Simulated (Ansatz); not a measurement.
# What DFT gives for Ba2S

```
CELL_PARAMETERS angstrom
0.00000 5.08708 0.00000
5.08708 0.00000 0.00000
2.54354 2.54354 -8.60738
ATOMIC_POSITIONS crystal
Ba 0.50000 0.00000 0.00000
Ba 0.00000 0.50000 0.00000
Ba 0.32500 0.32500 0.35000
Ba 0.67500 0.67500 0.65000
S 0.13600 0.13600 0.72800
S 0.86400 0.86400 0.27200
```

Method: r2SCAN, no spin polarisation; PAW, plane waves to 500 eV, 7×7×7 Γ-centred mesh, fermi-dirac occupations (width 0.0133 eV) (Ansatz 0.2.0), atoms fixed.

(1) What do density and ELF say about some of the short contacts?

(2) Is the cell too large or too small?

(3) Metal or insulator?

(4) Is it stable against the elements?

(5) Where is the largest force?

(6) How is the charge shared?

Origin: a known structure type with other elements, at an estimated volume, so it need not be a known compound. Caveats: many states at the Fermi level without spin polarisation, so a magnetic state may lie lower.

## Answers

(1) Ba–S at 3.25 Å: least valence density 0.14 e/Å³ and ELF 0.11 there. Ba–Ba at 3.60 Å: least valence density 0.08 e/Å³ and ELF 0.05 there. These are pseudo-fields; inside the PAW spheres they differ from the all-electron ones.

(2) The pressure is -1.6 GPa (compression positive), so with the atoms held at these fractions the cell would first shrink.

(3) It is a metal, with about 7.1 states/eV a cell as the mean within 0.25 eV of the Fermi level.

(4) -1.17 eV an atom against the elements' usual phases (free molecules for gases, crystals otherwise, with no correction for O₂ or N₂), so it is bound against them; other compounds may still compete. Relaxing would lower it.

(5) The largest is on Ba3 (and as large on other atoms): 0.68 eV/Å, components (0.00, 0.00, -0.68). It makes 0° with the line to a nearest neighbour, S5 at 3.25 Å, pointing towards it.

(6) Bader charges in e: Ba +0.58 to +1.04, S -1.61. In the mean Ba gives up most and S takes most.
